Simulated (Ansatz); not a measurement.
CaO (rock salt)

```
CELL_PARAMETERS angstrom
      0.00000     2.39742     2.39742
      2.39742     0.00000     2.39742
      2.39742     2.39742     0.00000
ATOMIC_POSITIONS crystal
  Ca 0.00000 0.00000 0.00000
  O  0.50000 0.50000 0.50000
```

The slice is a {100} plane (indices of the conventional cell) through the point (0.000, 0.000, 0.000) (fractional), spanned by u = [100] and v = [0 1 -1] in vectors of this cell: u (3.39 Å) and v (3.39 Å, at 90° to u). It covers one period; positions are fractions (u, v).

Calculation: r2SCAN (plane waves to 500 eV, PAW, scalar-relativistic; Ansatz, a first-principles code). k mesh 12×12×12. Inside the PAW spheres the values are not all-electron values, and peaks at nuclei hang on which shells count as valence. CaO was relaxed with its symmetry unable to fall.

What is the ELF at the midpoint of the shortest Ca–O line in this plane (2.40 Å)?

0.08.

Sketch the electrostatic potential energy of an electron, from the cell's mean on this plane as a map.


| v \ u | 0.00 | 0.10 | 0.20 | 0.30 | 0.40 | 0.50 | 0.60 | 0.70 | 0.80 | 0.90 |
|---|---|---|---|---|---|---|---|---|---|---|
| 0.90 | x | x | x | <0.0 | 5.7 | 7.3 | 5.7 | <0.0 | x | x |
| 0.80 | x | x | x | 4.1 | 7.4 | 8.2 | 7.4 | 4.1 | x | x |
| 0.70 | <0.0 | <0.0 | 4.1 | x | x | x | x | x | 4.1 | <0.0 |
| 0.60 | 4.7 | 5.8 | 7.5 | x | x | x | x | x | 7.5 | 5.8 |
| 0.50 | 6.5 | 7.3 | 8.1 | x | x | x | x | x | 8.1 | 7.3 |
| 0.40 | 4.7 | 5.8 | 7.5 | x | x | x | x | x | 7.5 | 5.8 |
| 0.30 | <0.0 | <0.0 | 4.1 | x | x | x | x | x | 4.1 | <0.0 |
| 0.20 | x | x | x | 4.1 | 7.4 | 8.2 | 7.4 | 4.1 | x | x |
| 0.10 | x | x | x | <0.0 | 5.7 | 7.3 | 5.7 | <0.0 | x | x |
| 0.00 | x | x | x | <0.0 | 4.8 | 6.5 | 4.8 | <0.0 | x | x |

Values: electrostatic potential energy of an electron, from the cell's mean, in eV. Points within 1 Å of a nucleus are blanked (x), as the pseudised field means little there. Values under 0 eV are set to 0. The zero, the cell's mean, hangs on the PAW cores.
